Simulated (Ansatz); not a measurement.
GeS:
```xyz
4
Lattice="4.6441 0.0000 0.0000 0.0000 4.6441 0.0000 0.0000 0.0000 4.3261" Properties=species:S:1:pos:R:3 pbc="T T T"
Ge     2.3221     0.0000     1.0652
Ge     0.0000     2.3221     3.2610
S      0.0000     0.0000     0.0000
S      2.3221     2.3221     0.0000
```

Relaxed with PBE. Special points in fractions of this cell's reciprocal vectors: Γ (0.000, 0.000, 0.000); X (0.000, 0.500, 0.000); M (0.500, 0.500, 0.000); Z (0.000, 0.000, 0.500); R (0.000, 0.500, 0.500); A (0.500, 0.500, 0.500).

**Question.** List the band energies nearest the valence-band maximum at these points for the program Ansatz at the PBE level (PAW).

**Answer.** In eV from the valence-band maximum; about four levels below and three above (degenerate sets whole), none deeper than 8.9 eV; points with the same levels are listed once.

```csv
k,below,above
Γ,-1.85 -1.85 -1.42 -1.03,1.04 2.65 4.28 4.28
X,-2.47 -2.47 -0.66 -0.66,2.20 2.20 5.02 5.02
M,-1.05 -1.05 -0.29 -0.29,1.88 1.88 3.58 3.58
Z,-1.88 -1.88 -1.86 -1.77,1.35 1.90 2.02 2.02
R,-3.62 -3.62 -0.49 -0.49,2.90 2.90 3.35 3.35
A,-2.75 -2.75 -0.23 -0.23,4.02 4.02 4.67 4.67
```

Space group P4/nmm. The cell is a constructed one: a structure type filled with these elements; neither database checked (COD, Materials Project) lists it. COD files the formula under space group No. 62, so this cell is another polymorph or a model. Its standing as an ambient phase is unchecked. Symmetry was held in the PBE relaxation; its stability against distortions is not shown here. A crystal of weakly bound layers computed without a dispersion correction: the cell and the soft elastic constants depend strongly on that. Spin–orbit coupling is left out wherever it is not named.

Potentials: the later of the program's two PAW sets.
